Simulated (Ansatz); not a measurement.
Starting cell, Se (trigonal-Se type, space group P3_121):

```
Se
1.0
    9.01138     0.00000     0.00000
   -2.25284     3.90204     0.00000
    0.00000     0.00000     4.99129
Se
6
Direct
  0.10854   0.00000   0.83333
  0.60854   0.00000   0.83333
  0.00000   0.21709   0.16667
  0.50000   0.21709   0.16667
  0.39146   0.78291   0.50000
  0.89146   0.78291   0.50000
```

In this cell atom 1 (Se, nearest neighbour Se at 2.375 Å; its periodic images, 4.5 Å or more away, move with it) is moved by s along Cartesian z, unit vector (0.000, 0.000, 1.000); all other atoms and the cell stay fixed.

Computed with r2SCAN (plane waves to 500 eV, PAW, scalar-relativistic; Ansatz, a quantum-chemistry and plane-wave program). k mesh 7×7×6 (Γ-centred), Fermi-Dirac smearing 0.05 eV. F∥ is the force on the atom along that direction. F⊥ is the part of the force across the line. Se was relaxed with its symmetry unable to fall. 

```csv
s (Å),F∥ (eV/Å),|F⊥| (eV/Å)
-0.240,2.148,(withheld)
-0.192,1.703,0.573
-0.144,1.268,0.361
-0.096,0.841,0.203
-0.048,0.420,0.089
0.000,0.000,0.000
0.048,-0.421,0.090
0.096,-0.846,(withheld)
0.144,-1.277,0.368
0.192,-1.719,0.584
0.240,-2.173,(withheld)
```

### Question
Complete the blanks.

### Answer

- -0.240, |F⊥| (eV/Å): 0.844
- 0.096, |F⊥| (eV/Å): 0.207
- 0.240, |F⊥| (eV/Å): 0.861

(For displaced atoms, the force is minus the slope of the energy, and its curvature is a force constant, which sets phonon frequencies.)
